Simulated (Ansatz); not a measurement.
An element in the fcc structure gives these cold pressures by all-electron LAPW under PBE (Ansatz 0.2.0, scalar-relativistic, no spin polarisation).

| V (Å³/atom) | P (GPa) |
| --- | --- |
| 15.36 | -0.10 |
| 13.52 | 30.1 |
| 11.98 | 81.0 |
| 10.45 | 180.4 |
| 8.91 | 382.4 |
| 7.68 | 702.1 |
| 6.61 | 1227 |

Task: Which element is it?

Result: Pd. Its zero-pressure volume in this structure is near 15.4 Å³/atom; the volume and the steepness of P(V) together point to it, though neighbours can come close. Other candidates weren't computed, and some may come near.
